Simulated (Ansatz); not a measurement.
# Random displacements in AlGa₃N₄

Theory: Ansatz 0.2.0, DFT LDA, scalar-relativistic, plane waves, PAW. Settings: plane waves to 420 eV, k-mesh 6×6×6 (Γ-centred), Gaussian smearing 0.05 eV. No spin polarisation. Energies are free energies at this smearing, counted from the undisturbed cell; pressure is positive in compression.

The undisturbed cell (as given, not relaxed at this level, and it needn't be the usual structure):

```
Al Ga N
1.0
     4.47169    0.00000    0.00000
     0.00000    4.47169    0.00000
     0.00000    0.00000    4.47169
Al Ga N
1 3 4
Direct
  0.00000 0.00000 0.00000
  0.50000 0.50000 0.00000
  0.50000 0.00000 0.50000
  0.00000 0.50000 0.50000
  0.75571 0.75571 0.24429
  0.75571 0.24429 0.75571
  0.24429 0.75571 0.75571
  0.24429 0.24429 0.24429
```

The atoms are displaced (Å, in the unstrained cell):

| atom | ux | uy | uz |
| --- | --- | --- | --- |
| Al1 | -0.271 | -0.567 | 0.120 |
| Ga2 | 0.042 | 0.487 | -0.014 |
| Ga3 | 0.061 | 0.001 | 0.236 |
| Ga4 | 0.533 | -0.308 | -0.112 |
| N5 | 0.054 | -0.158 | -0.219 |
| N6 | -0.087 | 0.317 | -0.171 |
| N7 | -0.141 | 0.247 | 0.138 |
| N8 | -0.190 | -0.019 | 0.021 |

The cell is not strained.

Problem. What are the energy change, the stress and the forces?

Solution. ΔE = 2581.3 meV/atom; stress (xx, yy, zz, yz, xz, xy; compression positive) (67.52, 48.54, 85.24, 3.47, -37.57, 25.88) GPa; gap on the mesh 0.20 eV.
```tsv
atom	Fx (eV/Å)	Fy	Fz
Al1	25.75	28.26	-21.87
Ga2	-9.07	-8.79	-5.95
Ga3	-0.11	1.98	-2.02
Ga4	-11.36	18.49	23.24
N5	-18.64	-17.02	32.14
N6	0.18	-0.99	0.66
N7	3.53	-2.80	-4.68
N8	9.73	-19.13	-21.51
```

Cost: 1 run of about 1.1 core-minutes, on AMD EPYC 7R43 (Zen 3) (shared hosts).